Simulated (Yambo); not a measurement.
Yambo run on MgTiF$_{6}$ (space group R-3, No. 148). The wavefunctions come from this Quantum ESPRESSO step (LDA, PseudoDojo standard norm-conserving files, scalar-relativistic):

```
&CONTROL
  calculation = 'nscf'
  pseudo_dir = './pseudo'
  outdir = './out'
/
&SYSTEM
  ibrav = 0
  nat = 8
  ntyp = 3
  ecutwfc = 84.0
  ecutrho = 336.0
  occupations = 'fixed'
  force_symmorphic = .true.
  nbnd = 165
/
&ELECTRONS
  conv_thr = 8e-09
  diago_full_acc = .true.
  diago_thr_init = 1e-08
/
ATOMIC_SPECIES
F 18.9984 F.upf
Mg 24.3050 Mg.upf
Ti 47.8670 Ti.upf
CELL_PARAMETERS angstrom
  2.608279896000   1.505891100000   4.444507000000
 -2.608279896000   1.505891100000   4.444507000000
  0.000000000000  -3.011782200000   4.444507000000
ATOMIC_POSITIONS crystal
F   0.671620000000   0.842457000000   0.242250000000
F   0.328380000000   0.157543000000   0.757750000000
F   0.242250000000   0.671620000000   0.842457000000
F   0.757750000000   0.328380000000   0.157543000000
F   0.842457000000   0.242250000000   0.671620000000
F   0.157543000000   0.757750000000   0.328380000000
Mg   0.500000000000   0.500000000000   0.500000000000
Ti   0.000000000000   0.000000000000   0.000000000000
K_POINTS automatic
2 2 2 0 0 0
```

Yambo input:

```
rim_cut
gw0
dyson
el_el_corr
HF_and_locXC
ppa
em1d
RandQpts= 1000000
RandGvec= 1 Ry
EXXRLvcs= 84 Ry
VXCRLvcs= 336 Ry
Chimod= "HARTREE"
% BndsRnXp
 3 | 163 |
%
NGsBlkXp= 7 Ry
% LongDrXp
 1.0 | 1.0 | 1.0 |
%
PPAPntXp= 27.2114 eV
% GbndRnge
 1 | 163 |
%
GTermKind= "BG"
DysSolver= "n"
ExtendOut
% QPkrange
 1 | 1 | 32 | 33 |
 3 | 3 | 32 | 33 |
%
```

k points by index: 1 = Γ, 3 = F.

Table of the .qp output:

```
#    K-point    Band    Eo [eV]    E [eV]    E-Eo [eV]    Vxc [eV]    Vnlxc [eV]    Sc|Eo [eV]    Sc|E [eV]    dSc/dw|Eo [eV]    Re(Z)    Im(Z)
#
    1    32    0.000000    -2.028295    -2.028295    -22.74732    -30.55043    5.255312    5.774816    -6.969032    0.796108    -0.001326
    1    33    4.844068    7.511509    2.667441    -21.50237    -13.12695    -5.046226    -5.707969    -6.749995    0.801240    -0.001899
    3    32    -0.046741    -2.065570    -2.018830    -22.69723    -30.48181    5.248687    5.765754    -6.968857    0.796112    -0.001322
    3    33    4.834834    7.516171    2.681337    -21.43873    -13.01288    -5.079418    -5.744507    -6.748812    0.801267    -0.002237
```
(The two width columns are left out.) Convergence of these settings isn't established.

Geometry of the Materials Project entry, not relaxed at this level.

The structure is a Materials Project entry; no match was found in the copy of COD used, and its stability was not checked.
